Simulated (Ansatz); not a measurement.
SnTe:
```yaml
crystal:
  lattice:
    - [0.00000, 3.18789, 3.18789]
    - [3.18789, 0.00000, 3.18789]
    - [3.18789, 3.18789, 0.00000]
  atoms:
    - { symbol: Sn, position: [0.00000, 0.00000, 0.00000] }
    - { symbol: Te, position: [0.50000, 0.50000, 0.50000] }
```

Relaxed with r²SCAN. Special points in fractions of this cell's reciprocal vectors: Γ (0.000, 0.000, 0.000); X (0.500, 0.000, 0.500); U (0.625, 0.250, 0.625); K (0.375, 0.375, 0.750); L (0.500, 0.500, 0.500); W (0.500, 0.250, 0.750).

List the band energies nearest the valence-band maximum at these points for DFT-r²SCAN in the program Ansatz with PAW potentials.

In eV from the valence-band maximum; about four levels below and three above (degenerate sets whole), none deeper than 8.9 eV; points with the same levels are listed once.

```json
[
 {"k": "Γ", "below": "-4.88 -2.39 -2.39 -2.39", "above": "3.36 3.36 3.36"},
 {"k": "X", "below": "-6.73 -5.73 -3.94 -3.94", "above": "2.46 4.94 4.94"},
 {"k": "U", "below": "-7.69 -5.33 -3.44 -2.85", "above": "2.98 3.17 4.41"},
 {"k": "L", "below": "-8.61 -2.03 -2.03 0.00", "above": "0.14 0.34 0.34"},
 {"k": "W", "below": "-7.64 -4.99 -4.99 -1.02", "above": "0.84 4.82 4.82"}
]
```

Space group Fm-3m (rock salt). The cell was relaxed with r²SCAN under the symmetry of its start. Scalar-relativistic: spin–orbit coupling is off unless named, which matters more the heavier the elements.

Potentials: the earlier of the program's two PAW sets.
